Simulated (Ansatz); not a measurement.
Structures of Cu₃Sn: which is lowest?

Plane-wave DFT in Ansatz with scalar-relativistic PAW potentials, cutoff 420 eV, Γ-centred meshes chosen by cell and gap, Gaussian smearing with energies taken to zero width. Every cell was relaxed (cell and atoms) in a run of its own, within the symmetry of its start. Functional: LDA.

Relaxed structures (starts from databases or built by putting these elements on another compound's sites):
A. Pmmn, 8 atoms in the computed cell, a = 4.175 Å, b = 5.384 Å, c = 4.757 Å; sites (symmetry × multiplicity) Cu m.. × 4 + mm2 × 2, Sn mm2 × 2; start: database
B. Fm-3m, 4 atoms in the computed cell, a = 5.980 Å; sites (symmetry × multiplicity) Cu -43m × 8 + m-3m × 4, Sn m-3m × 4; start: database

Q: Rank them by energy. Could pressure change the order?

A:
| structure | group | E − E(lowest) (meV/atom) | V (Å³/atom) | gap on mesh (eV) |
| --- | --- | --- | --- | --- |
| A | Pmmn | 0.0 | 13.36 | 0.00 |
| B | Fm-3m | 67 | 13.37 | 0.00 |

A is lowest, 67 meV/atom under B. The two lowest differ in volume by under 3 %, too little for a first-order estimate of what pressure does to that pair (other pairs aren't weighed here); with rigid cells even 3 % in favour of the higher one would need about 27 GPa. Other structures may lie lower than all of these, and vibrations aren't counted.